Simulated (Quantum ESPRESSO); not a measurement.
```
CELL_PARAMETERS angstrom
      5.88814     0.00000     0.00000
      0.00000     6.37119     0.00000
      0.00000     0.00000     5.88814
ATOMIC_POSITIONS crystal
  Cs 0.00000 0.00000 0.00000
  Sn 0.50000 0.50000 0.50000
  I  0.50000 0.00000 0.50000
  Br 0.00000 0.50000 0.50000
  Br 0.50000 0.50000 0.00000
```
The cell was made here from a computed Materials Project entry: one of 3 Br replaced by I, cell and atoms relaxed (PBE without dispersion, pw.x of a modified build of Quantum ESPRESSO, symmetry kept). The parent is CsSnBr3 in Pm-3m; whether this form has been observed was not checked. The swapped cell is a model, not a known phase. Stability against distortions was not tested.

A lattice sum over point charges, one formal value an element (Cs +1, Sn +2, Br -1, I -1), with no Sternheimer factor, costs far less than a self-consistent run. Taken along the main axis of each site's self-consistent tensor, it gives:

```csv
site,"V along that axis, point charges (a.u.)"
Cs (atom 1),0.000
I (atom 3),0.021
"Br (atoms 4, 5)",0.033
```

### Question
How do the values of PBE PAW (JTH datasets; density from pw.x of Quantum ESPRESSO, gradients reconstructed from it by a script) compare?

### Answer
```csv
site,"Vzz, PAW (a.u.)",PAW over point charges
Cs,0.077,–
I,3.468,160
Br,2.452,74
```
  Cores are frozen. Against all-electron runs on small test molecules, this scheme's |Vzz| missed by −5 % on Br. Cs, I had no test against all-electron runs. Spin–orbit coupling is left out, a limit on Cs, I.
